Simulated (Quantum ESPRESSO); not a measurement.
pw.x input (Quantum ESPRESSO 7.5; PBEsol, PseudoDojo standard norm-conserving files, fully relativistic):

```
&CONTROL
  calculation = 'scf'
  pseudo_dir = './pseudo'
  outdir = './out'
  tprnfor = .true.
  tstress = .true.
/
&SYSTEM
  ibrav = 0
  nat = 6
  ntyp = 2
  ecutwfc = 84.0
  ecutrho = 336.0
  occupations = 'smearing'
  smearing = 'fd'
  degauss = 0.002
  nbnd = 62
  noncolin = .true.
  lspinorb = .true.
/
&ELECTRONS
  conv_thr = 6e-10
/
ATOMIC_SPECIES
O 15.9990 O.upf
Sn 118.7100 Sn.upf
CELL_PARAMETERS angstrom
  4.764820000000   0.000000000000   0.000000000000
  0.000000000000   4.764820000000   0.000000000000
  0.000000000000   0.000000000000   3.207500000000
ATOMIC_POSITIONS crystal
O   0.194030000000   0.805970000000   0.500000000000
O   0.805970000000   0.194030000000   0.500000000000
O   0.694030000000   0.694030000000   0.000000000000
O   0.305970000000   0.305970000000   0.000000000000
Sn   0.500000000000   0.500000000000   0.500000000000
Sn   0.000000000000   0.000000000000   0.000000000000
K_POINTS automatic
6 6 8 0 0 0
```

End of the output:

```

[...]
     the Fermi energy is     9.8712 ev
!    total energy              =    -446.46468411 Ry
     estimated scf accuracy    <          5.6E-10 Ry
     smearing contrib. (-TS)   =      -0.00000000 Ry
     internal energy E=F+TS    =    -446.46468411 Ry
     The total energy is F=E-TS. E is the sum of the following terms:
     one-electron contribution =    -118.78490474 Ry
     hartree contribution      =      98.92029197 Ry
     xc contribution           =    -120.83681454 Ry
     ewald contribution        =    -305.76325680 Ry
     convergence has been achieved in   9 iterations
     Forces acting on atoms (cartesian axes, Ry/au):
     atom    1 type  1   force =    -0.00109512    0.00109512   -0.00000000
     atom    2 type  1   force =     0.00109512   -0.00109512   -0.00000000
     atom    3 type  1   force =    -0.00109512   -0.00109512   -0.00000000
     atom    4 type  1   force =     0.00109512    0.00109512   -0.00000000
     atom    5 type  2   force =     0.00000000    0.00000000    0.00000000
     atom    6 type  2   force =     0.00000000    0.00000000    0.00000000
     Total force =     0.003097     Total SCF correction =     0.000024
     Computing stress (Cartesian axis) and pressure
          total   stress  (Ry/bohr**3)                   (kbar)     P=        4.99
   0.00002710   0.00000000   0.00000000            3.99        0.00        0.00
   0.00000000   0.00002710   0.00000000            0.00        3.99        0.00
   0.00000000   0.00000000   0.00004762            0.00        0.00        7.01
```
In a gapped system the printed Fermi energy is only some level inside the gap.

Geometry of the Materials Project entry, not relaxed at this level.
